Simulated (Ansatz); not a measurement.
A trial cell of Sc4AlAs went into the relaxation workflow.

Recipe of this trial structure of Sc4AlAs: random cell by space group and Wyckoff sites (F-43m, No. 216). Lengths were set from tabulated atomic sizes, so they are only a guess.

```cif
data_structure
_symmetry_space_group_name_H-M 'P 1'
_symmetry_Int_Tables_number 1
_cell_length_a 4.6590
_cell_length_b 4.6590
_cell_length_c 4.6590
_cell_angle_alpha 60.000
_cell_angle_beta 60.000
_cell_angle_gamma 60.000
_cell_volume 71.51
loop_
_atom_site_label
_atom_site_type_symbol
_atom_site_fract_x
_atom_site_fract_y
_atom_site_fract_z
_atom_site_occupancy
Sc1 Sc 0.16187 0.16187 0.16187 1
Sc2 Sc 0.16187 0.16187 0.51439 1
Sc3 Sc 0.16187 0.51439 0.16187 1
Sc4 Sc 0.51439 0.16187 0.16187 1
Al1 Al 0.25000 0.25000 0.25000 1
As1 As 0.75000 0.75000 0.75000 1
```

Method: DFT PBE, scalar-relativistic, plane waves, PAW (Ansatz).

Input of a coarse relaxation:

```yaml
crystal:
  lattice:
    - [0.0, 3.29444383, 3.29444383]
    - [3.29444383, 0.0, 3.29444383]
    - [3.29444383, 3.29444383, 0.0]
  atoms:
    - { symbol: Sc, position: [0.16187091, 0.16187091, 0.16187091] }
    - { symbol: Sc, position: [0.16187091, 0.16187091, 0.51438728] }
    - { symbol: Sc, position: [0.16187091, 0.51438728, 0.16187091] }
    - { symbol: Sc, position: [0.51438728, 0.16187091, 0.16187091] }
    - { symbol: Al, position: [0.25, 0.25, 0.25] }
    - { symbol: As, position: [0.75, 0.75, 0.75] }
basis:
  ecutwfc: 420
kpoints:
  mp_grid: { grid: [4, 4, 4] }
hamiltonian:
  xc: pbe
scf:
  occupations: { method: gaussian, width: 0.1 }
  lower_state_search: "off"
output:
  forces: true
  stress: true
  eigenvalues: true
relax:
  adjacent_minimum: "off"
  f_tol: 0.04
  max_steps: 70
  cell: { stress_tol: 0.4 }
```

```bash
ansatz run input.yaml --threads 1 --pin off --max-ram 2560MiB --backend cpu --events-out ev --progress --plain --runs-dir out
```

Last lines of the log:

```
Functional: x = pbe(κ = 0.804, μ = 0.21951497), c = pbe(β = 0.06672455)
SCF iter   1: F=—  HF=-22132.465583 eV  |F-HF|=—  |Δ(HF+E_count)|=         —  Δρ=6.17e0  dr2=1.76e4  ethr=1.77e-3  ⟨swp⟩=93.0  Hψ=16543  notcnv=6  defer=126
SCF iter   2: F=—  HF=-15006.060966 eV  |F-HF|=—  |Δ(HF+E_count)|=    7.13e3  Δρ=2.51e0  dr2=2.27e3  ethr=1.77e-3  ⟨swp⟩=28.8  Hψ=6803  notcnv=0  defer=35
SCF iter   3: F=—  HF=-13750.071843 eV  |F-HF|=—  |Δ(HF+E_count)|=    1.26e3  Δρ=1.70e0  dr2=2.12e3  ethr=1.77e-3  ⟨swp⟩=24.6  Hψ=5198  notcnv=1  defer=11
SCF iter   4: F=—  HF=-13642.009620 eV  |F-HF|=—  |Δ(HF+E_count)|=    1.08e2  Δρ=4.25e-1  dr2=1.14e2  ethr=1.77e-3  ⟨swp⟩=16.2  Hψ=3407  notcnv=0  defer=26
SCF iter   5: F=—  HF=-13596.705347 eV  |F-HF|=—  |Δ(HF+E_count)|=    4.53e1  Δρ=1.33e-1  dr2=1.10e1  ethr=1.77e-3  ⟨swp⟩=14.8  Hψ=1861  notcnv=0  defer=29
SCF iter   6: F=—  HF=-13598.259866 eV  |F-HF|=—  |Δ(HF+E_count)|=    1.55e0  Δρ=5.36e-2  dr2=2.20e0  ethr=1.77e-3  ⟨swp⟩=10.6  Hψ=1221  notcnv=0  defer=21
SCF iter   7: F=—  HF=-13598.139109 eV  |F-HF|=—  |Δ(HF+E_count)|=   1.21e-1  Δρ=3.87e-2  dr2=9.02e-1  ethr=1.77e-3  ⟨swp⟩=6.4  Hψ=749  notcnv=0  defer=15
SCF iter   8: F=—  HF=-13597.879480 eV  |F-HF|=—  |Δ(HF+E_count)|=   2.60e-1  Δρ=2.18e-2  dr2=2.80e-1  ethr=1.45e-3  ⟨swp⟩=5.1  Hψ=707  notcnv=0  defer=15
SCF iter   9: F=—  HF=-13597.786903 eV  |F-HF|=—  |Δ(HF+E_count)|=   9.26e-2  Δρ=9.89e-3  dr2=6.14e-2  ethr=4.52e-4  ⟨swp⟩=4.8  Hψ=851  notcnv=0  defer=15
SCF iter  10: F=—  HF=-13597.765318 eV  |F-HF|=—  |Δ(HF+E_count)|=   2.16e-2  Δρ=1.40e-3  dr2=1.30e-3  ethr=9.90e-5  ⟨swp⟩=4.0  Hψ=759  notcnv=0  defer=14
SCF iter  11: F=—  HF=-13597.764814 eV  |F-HF|=—  |Δ(HF+E_count)|=   5.04e-4  Δρ=7.82e-4  dr2=3.47e-4  ethr=2.10e-6  ⟨swp⟩=4.6  Hψ=771  notcnv=0  defer=14
SCF iter  12: F=—  HF=-13597.764664 eV  |F-HF|=—  |Δ(HF+E_count)|=   1.51e-4  Δρ=6.83e-5  dr2=3.20e-6  ethr=5.60e-7  ⟨swp⟩=3.8  Hψ=670  notcnv=0  defer=14
SCF iter  13: F=—  HF=-13597.764683 eV  |F-HF|=—  |Δ(HF+E_count)|=   1.90e-5  Δρ=1.78e-5  dr2=1.49e-7  ethr=5.16e-9  ⟨swp⟩=5.2  Hψ=811  notcnv=0  defer=14
SCF iter  14: F=-13597.764683 eV  HF=-13597.764683 eV  |F-HF|=7.83e-9  |Δ(HF+E_count)|=   1.05e-7  Δρ=3.35e-6  dr2=5.81e-9  ethr=1.61e-10  ⟨swp⟩=34.8  Hψ=3371  notcnv=0
Error: refused after 14 iterations: one_centre_occupation = 5.31e0 (threshold 2.00e0); read on the Al atom at site 4 (counted from 0), in its partial waves of l = 2. The loop had accepted its state. The figure is how many electrons the atom's PAW partial-wave expansion lays in one spin orbital insid
```

Problem. Why is there no result?

Solution. The SCF loop converged, but the program refused the state. The PAW expansion on Al put 5.31 electrons into one spin orbital, where the Pauli principle allows one. The run has most likely filled a ghost state of the dataset, or the PAW spheres overlap too strongly; at the start of this run the shortest distance is 1.01 Å. No property of the compound can be read from it.

Time: 19 s on 1 thread of AMD EPYC (Zen 3), on a shared host, peak memory 0.34 GiB.
